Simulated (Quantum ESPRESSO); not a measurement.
GeZnAl2N4, a curve over one atom's position

A calculation, not a measurement. The program is pw.x of Quantum ESPRESSO 7.5 (plane-wave density functional theory). The cell is made up: 8 atoms on a wurtzite lattice, with randomly drawn elements, strain and displacements, not relaxed. PseudoDojo standard norm-conserving files (v0.5 for PBE, v0.4.1 for LDA and PBEsol) set the functional; there is no spin polarisation, spin-orbit coupling or dispersion term, and the masses in the input are unused placeholders.

Seven runs move atom 5 (N, counted in the order of the input) along y and keep all else fixed.

Input of the run at -0.0088:

```
&control calculation='scf', pseudo_dir='./dojo.nc.sr.pbe.v0_5.standard.upf', outdir='./o', disk_io='medium', tprnfor=.true., tstress=.true. /
&system ibrav=0, nat=8, ntyp=4, nbnd=36, ecutwfc=84.00895049, nosym=.true., tot_charge=0,
 occupations='smearing', smearing='fd', degauss=0.0018374661
/
&electrons conv_thr=7.350e-09, electron_maxstep=60, /
ATOMIC_SPECIES
Al 1.0 Al.upf
Ge 1.0 Ge.upf
N 1.0 N.upf
Zn 1.0 Zn.upf
CELL_PARAMETERS angstrom
3.1994 -0.0047 -0.0336
-0.0081 5.3443 -0.0387
-0.0549 -0.0365 5.1128
ATOMIC_POSITIONS angstrom
Ge -0.0226 0.0303 0.0604
Zn 1.5201 2.6783 0.0055
Al 1.5773 0.8771 2.5666
Al 0.0682 3.5693 2.4217
N -0.0427 -0.0247 1.8921
N 1.4995 2.6632 1.8796
N 1.6038 0.8821 4.48
N -0.0851 3.5412 4.4847
K_POINTS automatic
6 4 4 1 1 1
```

| shift of atom 5 along y (Å) | free energy less that of the input shown (eV) | Fx on atom 5 (eV/Å) | Fy on atom 5 (eV/Å) | Fz on atom 5 (eV/Å) | pressure (GPa) | iterations |
| --- | --- | --- | --- | --- | --- | --- |
| -0.1446 | 0.4378 | 0.011 | 5.258 | 0.491 | 8.85 | 13 |
| -0.1268 | 0.3496 | 0.051 | 4.663 | 0.653 | 8.53 | 13 |
| -0.0088 | 0.0000 | 0.251 | 1.458 | 1.281 | 7.17 | 13 |
| +0.0222 | -0.0347 | 0.290 | 0.791 | 1.338 | 7.00 | 13 |
| +0.0427 | -0.0467 | 0.313 | 0.382 | 1.356 | 6.92 | 13 |
| +0.1453 | 0.0068 | 0.408 | -1.341 | 1.234 | 6.90 | 13 |

Question: one run is left out of the table, at +0.0704. Estimate its Fy on atom 5 (eV/Å).

Answer: -0.133. The whole row:

```
shift of atom 5 along y (Å)  free energy less that of the input shown (eV)  Fx on atom 5 (eV/Å)  Fy on atom 5 (eV/Å)  Fz on atom 5 (eV/Å)  pressure (GPa)  iterations
                    +0.0704                                        -0.0500                0.342               -0.133                1.355            6.86          13
```

A cubic fit gives dFy/dy = -21.96 eV/Å² at zero shift. Across the table the free energy follows the integral of the force to within 0.1 meV. A rerun of one of the cells at 1437 eV and a 8 x 6 x 6 mesh moved values by no more than 0.002 eV in energy, 0.03 GPa in stress and 0.003 eV/Å in force.